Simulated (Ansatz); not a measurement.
Values for one crystal, relaxed and computed with PBEsol in the plane-wave PAW code Ansatz; other levels are named.

- Volume per atom: 12.72 Å³
- Electronic character: metallic (no gap)
- Debye temperature from the elastic constants: 240 K
- Hill bulk and shear moduli: 243 and 36.9 GPa
- Mechanical stability: stable (all eigenvalues of C positive)
- Formation energy from the elements (no fitted shifts): 0.88 eV/atom
- Density of states at the Fermi level: 0.42 states/eV per atom (mean over ±0.08 eV)

**Question.** Pick the material that matches.
A. InSb, zinc blende
B. AlV2C, P6_3/mmc (Al on 2c, V on 4f, C on 2a)
C. HgSe, zinc blende
D. PtC, zinc blende

**Answer.** D, PtC, zinc blende

Space group F-43m (zinc blende). The start of the workflow was typed in or built on a structure type; neither database checked (COD, Materials Project) lists it. Its standing as an ambient phase is unchecked. The cell was relaxed with PBEsol under the symmetry of its start; its stability against distortions is not shown here. No spin polarisation was allowed. Its formation energy is positive at this level, so the cell may be metastable or incomplete. As this level gives no gap, shear constants depend on the k-mesh and smearing (Fermi–Dirac, 0.1 eV here). The references are the lowest solids computed at this level, not always the standard phases. Scalar-relativistic: spin–orbit coupling is off unless named, which matters more the heavier the elements.

Potentials: the later of the program's two PAW sets.
